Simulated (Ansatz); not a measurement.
BiTe:
Space group P-3m1 (No. 164); a = b = 4.428 Å, c = 24.949 Å, α = β = 90.00°, γ = 120.00°

| atom | site | symmetry | x | y | z |
|---|---|---|---|---|---|
| Bi | 2c | 3m. | 0.0000 | 0.0000 | 0.1281 |
| Bi | 2d | 3m. | 0.3333 | 0.6667 | 0.2904 |
| Bi | 2d | 3m. | 0.6667 | 0.3333 | 0.4669 |
| Te | 2d | 3m. | 0.3333 | 0.6667 | 0.0604 |
| Te | 2d | 3m. | 0.6667 | 0.3333 | 0.2097 |
| Te | 2c | 3m. | 0.0000 | 0.0000 | 0.3590 |

Relaxed at zero pressure with DFT-r²SCAN+D4 in the program Ansatz with PAW potentials.

The volume is raised by 6 % and shape and atoms relax at that volume. What pressure results, and how do the axes share the change?

-1.0 GPa; a 0.5 %, b 0.5 %, c 4.9 %; the energy rises by 8 meV/atom.

Give the new structure.


Space group P-3m1 (No. 164); a = 4.453 Å, b = 4.453 Å, c = 26.159 Å, α = 90.00°, β = 90.00°, γ = 120.00°

| atom | site | symmetry | x | y | z |
|---|---|---|---|---|---|
| Bi | 2c | 3m. | 0.0000 | 0.0000 | 0.1357 |
| Bi | 2d | 3m. | 0.3333 | 0.6667 | 0.2918 |
| Bi | 2d | 3m. | 0.6667 | 0.3333 | 0.4685 |
| Te | 2d | 3m. | 0.3333 | 0.6667 | 0.0713 |
| Te | 2d | 3m. | 0.6667 | 0.3333 | 0.2142 |
| Te | 2c | 3m. | 0.0000 | 0.0000 | 0.3571 |

The phase is kept; no other phase was compared at this pressure.

The workflow started from an entry of the Crystallography Open Database (COD), which files this formula under 2 space groups. Its standing as an ambient phase is unchecked. The r²SCAN+D4 relaxation kept the symmetry of its start; its stability against distortions is not shown here. Scalar-relativistic: spin–orbit coupling is off unless named, which matters more the heavier the elements.

Potentials: the later of the program's two PAW sets.
